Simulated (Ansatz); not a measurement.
input.yaml

```yaml
crystal:
  lattice:
    - [3.4975692171, 0.0, 0.0]
    - [-1.7487846085, 3.0289837934, 0.0]
    - [0.0, 0.0, 2.7126433764]
  atoms:
    - { symbol: Al, position: [0.0, 0.0, 0.0] }
    - { symbol: C, position: [0.33333333, 0.66666667, 0.5] }
basis:
  ecutwfc: 420
kpoints:
  mp_grid: { grid: [15, 15, 16] }
hamiltonian:
  xc: pbesol
scf:
  occupations: { method: gaussian, width: 0.1 }
output:
  forces: true
  stress: true
  eigenvalues: true
  populations: true
```

Command:
```bash
ansatz run input.yaml --threads 1 --pin off --max-ram 1331MiB --backend cpu --events-out ev --progress --plain --runs-dir out
```

Level of theory: Ansatz 0.2.0, DFT PBEsol, scalar-relativistic, plane waves, PAW.

Part of what the program printed, abridged (iterations and final results):

```
SCF iter   1: F=—  HF=-768.695853 eV  |F-HF|=—  |Δ(HF+E_count)|=         —  Δρ=7.67e-3  dr2=1.54e-2  ethr=1.77e-3  ⟨swp⟩=5.3  Hψ=13773  notcnv=0
SCF iter   2: F=—  HF=-768.693481 eV  |F-HF|=—  |Δ(HF+E_count)|=   2.37e-3  Δρ=4.60e-3  dr2=6.36e-3  ethr=2.20e-4  ⟨swp⟩=1.0  Hψ=3888  notcnv=0
SCF iter   3: F=—  HF=-768.692086 eV  |F-HF|=—  |Δ(HF+E_count)|=   1.40e-3  Δρ=4.41e-4  dr2=4.57e-5  ethr=9.09e-5  ⟨swp⟩=2.1  Hψ=2504  notcnv=0
SCF iter   4: F=—  HF=-768.692069 eV  |F-HF|=—  |Δ(HF+E_count)|=   1.67e-5  Δρ=8.89e-5  dr2=1.04e-6  ethr=6.53e-7  ⟨swp⟩=2.0  Hψ=2454  notcnv=0
SCF iter   5: F=-768.692069 eV  HF=-768.692069 eV  |F-HF|=2.35e-8  |Δ(HF+E_count)|=   4.90e-7  Δρ=1.19e-5  dr2=5.36e-8  ethr=1.48e-8  ⟨swp⟩=2.0  Hψ=2669  notcnv=0
SCF iter   6: F=-768.692069 eV  HF=-768.692069 eV  |F-HF|=8.05e-11  |Δ(HF+E_count)|=   9.02e-9  Δρ=1.08e-6  dr2=2.45e-10  ethr=7.65e-10  ⟨swp⟩=3.2  Hψ=7282  notcnv=0
SCF 1 converged in 6 iterations: F = -768.692069 eV  dr2 = 2.45e-10
SCF converged after 6 iterations
Free energy (F): -768.692069 eV
Harris-Foulkes:  -768.692069 eV  (|F-HF|=8.05e-11)
Internal energy: -768.688225 eV  (E = F + TS)
E sigma→0 (E₀):  -768.690147 eV
Entropy (-TS):   -0.003844 eV (-1.922 meV/atom)
Fermi energy:    5.854649 eV
--- Per-component energies (eV) ---
  E_band       = 6.402396
  E_kinetic    = 99.257616
  E_local      = -96.865020  (includes V_loc(G=0)·N_el)
  E_nonlocal   = 35.406173
  E_hartree    = 30.119985
  E_xc         = -83.285326
  E_vxc        = -83.613248  (∫ρ·V_xc dr)
  E_paw        = -548.029997  (= ΣΔE_a)
  E_vpaw       = -8.023083  (= ΣTr[D̂ρ^β])
  E_aug_tail   = 0.000002  (compensation charges beyond the density's cutoff)
  E_ewald      = -205.331897
  E_core_change = 0.040240  (= ΣΔE_core)
  E_smearing   = -0.003844  (= −TS)
--- Forces (eV/Å), atoms counted from 1 ---
  atom   1  Al     0.00000000     0.00000000     0.00000000
  atom   2  C      0.00000000     0.00000000     0.00000000
--- Stress (GPa, compression-positive) ---
      -31.131715       0.000000       0.000000
        0.000000     -31.131715       0.000000
        0.000000       0.000000     -31.908903
  P = ⅓ Tr σ = -31.3908 GPa (-313.908 kbar)
--- Band table (eV; the first three rows and the last of 243) ---
  k-point 0: bands = ["-6.6132", "5.1144", "5.1144", "6.7988", "7.9186", "11.6783", "11.6783", "13.2664"]
  k-point 1: bands = ["-6.5465", "5.1635", "5.1635", "6.6994", "7.6397", "11.7462", "11.7462", "13.4675"]
  k-point 2: bands = ["-6.3475", "5.3073", "5.3073", "5.9989", "7.4554", "11.9489", "11.9489", "13.8222"]
  k-point 242: bands = ["-1.8409", "1.9268", "2.5625", "4.3475", "6.6412", "7.7564", "13.1550", "16.9546"]
--- Löwdin populations: 2 sites ---
  site symbol q [e]
     0     Al      2.2524
     1      C      4.6818
  spilling = 0.009391 (of n_electrons = 7.000000)
```

Self-consistency was reached.